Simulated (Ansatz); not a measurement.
# CsFeCl3, several self-consistent solutions

```xyz
10
Lattice="7.2460 0.0000 0.0000 -3.6230 6.2752 0.0000 0.0000 0.0000 6.0400" Properties=species:S:1:pos:R:3 pbc="T T T"
Cs    0.0000    4.1835    4.5300
Cs    3.6230    2.0917    1.5100
Fe    0.0000    0.0000    0.0000
Fe    0.0000    0.0000    3.0200
Cl    0.0000    1.9772    1.5100
Cl    5.5337    0.9886    4.5300
Cl    1.9107    5.2866    1.5100
Cl    3.6230    4.2980    4.5300
Cl   -1.9107    5.2866    1.5100
Cl    1.7123    0.9886    4.5300
```

Method: r2SCAN with U_eff = 3.1 eV on Fe d (all-electron-ortho-atomic projectors) in Ansatz 0.2.0, PAW datasets, plane waves to 500 eV, 5×5×5 Γ-centred mesh, fermi-dirac occupations of width 0.050 eV. The atoms are fixed and numbered as listed; spin is collinear, without spin-orbit coupling.

Different starts of the self-consistent cycle ended in different solutions. Their moments in μB:

| state | Fe3 | Fe4 | other atoms together | size of the net moment a cell |
| --- | --- | --- | --- | --- |
| A | 0.00 | 0.00 | 0.00 | 0.00 |
| B | 3.63 | 3.63 | 0.36 | 8.00 |
| C | 3.63 | -3.63 | 0.00 | 0.00 |

Site moments are taken in small spheres that don't touch (radius about 0.4 of the atom's shortest bond), so those of the magnetic atoms read low, and they needn't add up to the net moment. State A was run without spin polarisation.

**Question.** Which state has the lowest energy at zero smearing, and how far up are the others?

**Answer.** State C (antiparallel, compensated) comes first by a margin too small to trust; B (parallel moments) lies 0.3 meV above it, A (without moments) lies 428 meV above it, all counted an atom of the cell. The two lowest differ by only 1.7 meV for each atom with a column above, which mesh or functional could overturn.

**Question.** Which states have a gap on the mesh, and what pressure does each exert on this cell?

**Answer.** A: gap 3.60 eV, -3.4 GPa; B: gap 3.22 eV, 0.7 GPa; C: gap 3.64 eV, 0.7 GPa (positive in compression). Moments take up room: without them the pressure is lower, so that state wants a smaller cell.

**Question.** What does magnetism gain here?

**Answer.** 428 meV an atom of the cell, or 2139 meV for each Fe atom, against state A, which has none. A run without spin would miss this and give wrong energies and forces. That state isn't the paramagnet, which keeps its moments, so this is no ordering energy, and a U raises it further by its penalty on part-filled orbitals.

The cell is that of a Crystallography Open Database entry, unchanged.

Caveats: only orders that fit this cell and collinear spins were tried, so the true order may need a larger cell or canted moments; atoms and cell are not relaxed, and each state would relax in its own way; the U is a value in common use, not computed for this crystal; one start a pattern, so a lower state of the same pattern may exist.
